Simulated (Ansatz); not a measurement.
**GdN (rocksalt structure): what the numbers say**

**What was measured.** A cell as deposited of cubic GdN (space group Fm-3m), temperature not stated, from the Crystallography Open Database (1963), has a = 4.999 Å and 15.62 Å³/atom.

The computed numbers are results of r²SCAN, scalar-relativistic (collinear spin) in the plane-wave PAW code Ansatz at 500 eV, 12×12×12 k-mesh, Gaussian smearing of 0.05 eV. The datasets are Ansatz's generated set soft_2.

The start was a prototype's sites filled with these elements; the Crystallography Open Database holds the compound in this structure.

The relaxed structure (symmetry read at 0.01 Å). Symmetry: Fm-3m, No. 225, cubic system. Conventional cell: a = 4.973 Å, b = 4.973 Å, c = 4.973 Å, α = 90.00°, β = 90.00°, γ = 90.00°. Around Gd (site symmetry m-3m) lie 6 N at 2.49 Å. Around N (site symmetry m-3m) lie 6 Gd at 2.49 Å. (Shells end 15 % past the nearest neighbour.)

Should it be a metal or an insulator?

Formal charges Gd³⁺, N³⁻ leave Gd³⁺ with an open 4f⁷ shell. Exchange should fill one spin channel of a half-filled shell and leave an insulator, so a metal points to the functional or the structure. The run still finds no gap: within 0.1 eV of the Fermi level the projected states are 65 % N 2p, 31 % Gd 5d.

What moment should the f shell carry?

Hund's first rule gives Gd³⁺ with 7 f electrons 7 unpaired spins, a spin moment of 7 μB; the run has 6.93 μB on Gd (atomic spheres) and 7.07 f electrons on orthogonalised orbitals. The moment is close to the ion's, so in this run the shell is localised and nearly fully polarised.

How ionic is it?

Bader charges against formal ones: Gd +1.84 (+3), N −1.84 (−3). The cations give up 61 % of the formal charge; Bader charges stay under formal ones because the anions' density reaches into the cations' basins, the more so the higher the formal charge and the softer the anion.

How stiff is it, in energy terms?

B0·V0 = 159.0 GPa × 15.38 Å³ = 15.26 eV/atom sets the scale: near the minimum ΔE ≈ ½ B0 V0 x², with x = V/V0 − 1, and a pressure of 1.6 GPa squeezes the volume by about 1 %. At the ends of the curve: x = −4.0 % predicts 12.4 meV/atom and the run gives 13.3; x = +7.0 % predicts 37.0 meV/atom and the run gives 33.0. The curve is steeper than the parabola on the compressed side and flatter on the expanded side: the bulk modulus rises with pressure.

All results together:

```
Volume                                                : 15.37 Å³/atom
Band gap                                              : zero (metallic)
Density of states at the Fermi level                  : 0.02 states/(eV·atom) (so small a value isn't resolved on this mesh)
Magnetic state                                        : ferromagnetic
Site spin moments                                     : Gd 6.93; N -0.14 μB
Spin moment of the cell                               : 7.00 μB
Bader charges                                         : Gd 1.84; N -1.84 e
f electrons (orthogonalised atomic orbitals)          : Gd 7.07
Formation energy from the elements (0 K, uncorrected) : -1.78 eV/atom
Bulk modulus (Birch–Murnaghan)                        : 159 GPa
Pressure derivative B0′                               : 4.2
```

**Comparison.** The computed cell (4.973 Å, 15.37 Å³/atom) differs from the database's by −1.5 % in volume, about −0.5 % in length. The static lattice lacks zero-point motion and thermal expansion, roughly 0.5 to 1.3 % in volume at 300 K (room temperature assumed) by Grüneisen's rule, γ·3k_BT/(B0·V0) with γ of 1 to 2.5; that is too little for this miss.

Exchange splits the half-filled 4f shell away from the Fermi level; the metal comes from a small overlap of other bands, which can be the functional's gap error. Spin–orbit coupling, which matters for such heavy elements, is left out. The run wasn't fully tested for a lower electronic state. Site moments are of spin, integrated over atomic spheres.
